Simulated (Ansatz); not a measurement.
According to PBEsol (plane waves, PAW; program Ansatz), ZnS in the NiAs type structure (P6_3/mmc) relaxes to a = 3.565 Å, c = 5.816 Å. Zn has 6 nearest neighbours from 2.52 Å (octahedral); S has 6 nearest neighbours from 2.52 Å (trigonal prismatic). Against the elements it lies at -0.53 eV/atom, with no fitted shifts.

It is gapped at this level: 0.28 eV (indirect). The valence maximum lies on the Γ–M line, 38 % of the way from Γ and the conduction minimum at K (2 equivalent valleys). HSE06 on the same cell gives 1.49 eV. Electrons at the band edge weigh 0.20, 0.30, 0.30 mₑ (principal values). The hole mass is 0.19, 1.0, 3.7 mₑ (principal values).

An equation-of-state fit gives a bulk modulus of 98.5 GPa. The relaxed-ion elastic constants in GPa are C11 = 142, C12 = 85.0, C13 = 63.6, C33 = 182, C44 = 1.9. Perturbation theory gives ε∞ = 10.6 (xx = yy), 11.6 (zz). Letting the ions move raises it to ε0 = 36.9 (xx = yy), 139 (zz). Born charges are Zn +2.99, S -2.99 e. The phonon dispersion is unstable, down to 46i cm⁻¹. Without the LO–TO term the highest mode at Γ lies at 292 cm⁻¹.

The start of the workflow was typed in or built on a structure type; neither database checked (COD, Materials Project) lists it. It is not the phase usual at ambient conditions (space group No. 186, 216). Symmetry was held in the PBEsol relaxation; phonons on a q-mesh show weakly imaginary modes. The references are the lowest solids computed at this level, not always the standard phases.

Potentials: the later of the program's two PAW sets.
